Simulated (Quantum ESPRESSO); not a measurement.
**Band energies of BeSe**

```
CELL_PARAMETERS angstrom
      0.00000     2.56513     2.56513
      2.56513     0.00000     2.56513
      2.56513     2.56513     0.00000
ATOMIC_POSITIONS crystal
  Be 0.00000 0.00000 0.00000
  Se 0.75000 0.75000 0.75000
```

PBE (stringent potentials; pw.x of Quantum ESPRESSO, ONCV potentials, without SOC); path ΓXWKΓLUWLK,UX; energies in eV from the valence-band maximum.

```
k (1/Å)  point  band 10  band 11  band 12  band 13  band 14  band 15  band 16  band 17
-------  -----  -------  -------  -------  -------  -------  -------  -------  -------
0.00         Γ   -46.72   -13.85     0.00     0.00     0.00     4.43     5.03     5.03
0.67             -46.72   -12.95    -3.27    -1.83    -1.83     3.63     5.57     8.47
1.22         X   -46.72   -12.02    -5.11    -2.68    -2.68     2.62     4.22    11.80
1.35             -46.72   -12.02    -5.08    -2.77    -2.76     2.83     4.40    11.51
1.84         W   -46.72   -11.99    -4.43    -3.84    -3.33     6.16     7.17     7.40
2.05             -46.72   -12.02    -4.59    -3.96    -2.75     4.69     6.98     8.46
2.27         K   -46.72   -12.04    -4.69    -4.06    -2.24     3.76     6.86     9.77
2.67             -46.72   -12.49    -4.57    -3.30    -1.25     5.00     7.30     7.75
3.27             -46.72   -13.65    -1.43    -0.65    -0.11     4.81     5.27     5.55
3.57         Γ   -46.72   -13.85     0.00     0.00     0.00     4.43     5.03     5.03
3.89             -46.72   -13.63    -1.74    -0.29    -0.29     4.60     5.50     5.50
4.52             -46.72   -12.54    -5.64    -1.07    -1.07     4.38     6.00     6.00
4.63         L   -46.72   -12.49    -5.75    -1.09    -1.09     4.38     5.99     5.99
5.17             -46.72   -12.17    -5.01    -3.54    -1.91     4.23     8.21     8.47
5.38         U   -46.72   -12.04    -4.69    -4.06    -2.24     3.76     6.86     9.77
5.81         W   -46.72   -11.99    -4.43    -3.84    -3.33     6.16     7.17     7.40
6.33             -46.72   -12.33    -5.43    -2.42    -1.61     5.32     5.69     7.57
6.68         L   -46.72   -12.49    -5.75    -1.09    -1.09     4.38     5.99     5.99
6.85             -46.72   -12.45    -5.68    -1.50    -1.21     4.72     5.91     6.28
7.35             -46.72   -12.07    -4.71    -4.04    -2.13     3.92     7.44     9.35
7.43         K   -46.72   -12.04    -4.69    -4.06    -2.24     3.76     6.86     9.77
7.43         U   -46.72   -12.04    -4.69    -4.06    -2.24     3.76     6.86     9.77
7.86         X   -46.72   -12.02    -5.11    -2.68    -2.68     2.62     4.22    11.80
```

The PBE gap is indirect, 2.62 eV, from Γ to X; the smallest direct gap is 4.43 eV.

Spin-orbit splittings are left out.

Geometry relaxed with PBEsol.
